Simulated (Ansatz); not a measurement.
The start is a relaxed Ti2C cell shaken by Gaussian noise of σ = 0.08 Å a coordinate. The structure is fully relaxed (lattice and positions, P = 0) with PBEsol (plane waves to 420 eV, PAW, scalar-relativistic; Ansatz, a program for electronic structure). The first steps use a coarse 4×4×5 k-mesh.

Initial structure:
```
CELL_PARAMETERS angstrom
      6.57556     0.00000     0.00000
     -3.28778     5.69460     0.00000
      0.00000     0.00000     5.29027
ATOMIC_POSITIONS crystal
  C  0.66169 0.33560 0.99540
  C  0.01491 0.00634 0.85611
  C  0.99689 0.98523 0.13222
  Ti 0.35756 0.68854 0.99369
  Ti 0.68587 0.83662 0.02063
  Ti 0.14478 0.83040 0.98835
  Ti 0.17079 0.32873 0.99969
  Ti 0.99792 0.00601 0.50601
  Ti 0.33307 0.66909 0.49106
```

How much energy is released per atom?

About 2.3 eV/atom.

How does the volume per atom move from start to end?

-40.9 %, from 22.01 to 13.00 Å³/atom.

How do the shortest distances between atoms change?

The closest pairs of elements (up to four, under 3.6 Å), start → end: C–C 1.47 → 1.54 Å; C–Ti 1.86 → 1.98 Å; Ti–Ti 1.88 → 2.72 Å.

What band gap does the relaxed structure have at this level?

No gap on the sampled points, where the bands overlap only slightly; such a result is sensitive to mesh and level.

What does it relax into? Give the structure.


```
CELL_PARAMETERS angstrom
      5.04722     0.00000     0.00000
      2.47638     4.47599     0.00000
      1.83867    -0.73912     5.17872
ATOMIC_POSITIONS crystal
  C  0.47699 0.79438 0.58326
  C  0.12492 0.97785 0.11016
  C  0.96133 0.79698 0.09035
  Ti 0.24317 0.71803 0.37528
  Ti 0.01009 0.15171 0.80344
  Ti 0.38125 0.50353 0.82468
  Ti 0.58187 0.09552 0.38377
  Ti 0.64368 0.84475 0.87435
  Ti 0.90697 0.44035 0.31819
```

Final values are on a 10×9×8 k-mesh of the relaxed cell. The start holds a very short contact (C–C 1.47 Å). No spin polarisation in the result.

The relaxed structure here is a generated cell of Ti2C: the first start was made by a random draw of sites in a space group, and the end was not matched to a known phase here, so it may be hypothetical.
